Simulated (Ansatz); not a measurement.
NiO (rock salt)

```xyz
2
Lattice="0.0000 2.1087 2.1087 2.1087 0.0000 2.1087 2.1087 2.1087 0.0000" Properties=species:S:1:pos:R:3 pbc="T T T"
O      0.0000     0.0000     0.0000
Ni     2.1087     2.1087     2.1087
```

The slice is a {100} plane (indices of the conventional cell) through the point (0.000, 0.000, 0.000) (fractional), spanned by u = [100] and v = [0 1 -1] in vectors of this cell: u (2.98 Å) and v (2.98 Å, at 90° to u). It covers one period; positions are fractions (u, v).

All values below come from PBE (plane waves to 420 eV, PAW, scalar-relativistic; Ansatz, an electronic-structure program). k mesh 19×19×19. Near the nuclei the fields are pseudised (PAW); where an atom keeps semicore shells as valence, they peak there. NiO is run spin-polarised and with no Hubbard U; the real compound is an antiferromagnetic insulator, a state that this run doesn't describe. NiO was relaxed with its symmetry unable to fall. Relaxed NiO ends ferromagnetic. The PAW data are Ansatz's earlier set. Other magnetic orders were not checked, so this need not be the ground state.

Three fields on this plane, each scaled to ten steps between its own extremes (0 low, 9 high; the total valence density on a logarithmic scale, the potential cut 8 eV below its top; x marks points blanked near nuclei; v = 0 in the bottom row):

Map A
```
|xxxxxx952101259xxxxx|
|xxxxxx953222359xxxxx|
|xxxxxx865555568xxxxx|
|xxxxx98789x98789xxxx|
|xxxx988xxxxxxx889xxx|
|x99888xxxxxxxxx88899|
|55567xxxxxxxxxxx7655|
|22358xxxxxxxxxxx8532|
|01259xxxxxxxxxxx9521|
|0025xxxxxxxxxxxxx520|
|01259xxxxxxxxxxx9521|
|22358xxxxxxxxxxx8532|
|55567xxxxxxxxxxx7655|
|x99888xxxxxxxxx88899|
|xxxx988xxxxxxx889xxx|
|xxxxx98789x98789xxxx|
|xxxxxx865555568xxxxx|
|xxxxxx953222359xxxxx|
|xxxxxx952101259xxxxx|
|xxxxxxx5200025xxxxxx|
```

Map B
```
|xxxxxx941000149xxxxx|
|xxxxxx830000038xxxxx|
|xxxxxx410000014xxxxx|
|xxxxx51001x10015xxxx|
|xxxx510xxxxxxx015xxx|
|x98410xxxxxxxxx01489|
|54310xxxxxxxxxxx0134|
|11000xxxxxxxxxxx0001|
|00001xxxxxxxxxxx1000|
|0000xxxxxxxxxxxxx000|
|00001xxxxxxxxxxx1000|
|11000xxxxxxxxxxx0001|
|54310xxxxxxxxxxx0134|
|x98410xxxxxxxxx01489|
|xxxx510xxxxxxx015xxx|
|xxxxx51001x10015xxxx|
|xxxxxx410000014xxxxx|
|xxxxxx830000038xxxxx|
|xxxxxx941000149xxxxx|
|xxxxxxx5100015xxxxxx|
```

Map C
```
|xxxxxx100000001xxxxx|
|xxxxxx100000001xxxxx|
|xxxxxx111111111xxxxx|
|xxxxx13564x46531xxxx|
|xxxx159xxxxxxx951xxx|
|x11139xxxxxxxxx93111|
|00015xxxxxxxxxxx5100|
|00016xxxxxxxxxxx6100|
|00014xxxxxxxxxxx4100|
|0001xxxxxxxxxxxxx100|
|00014xxxxxxxxxxx4100|
|00016xxxxxxxxxxx6100|
|00015xxxxxxxxxxx5100|
|x11139xxxxxxxxx93111|
|xxxx159xxxxxxx951xxx|
|xxxxx13564x46531xxxx|
|xxxxxx111111111xxxxx|
|xxxxxx100000001xxxxx|
|xxxxxx100000001xxxxx|
|xxxxxxx0000000xxxxxx|
```

### Question
Assign the maps to these fields: electron localisation function (ELF); valence electron density; spin density, up minus down.

### Answer
A is the valence electron density; B is the electron localisation function (ELF); C is the spin density, up minus down.
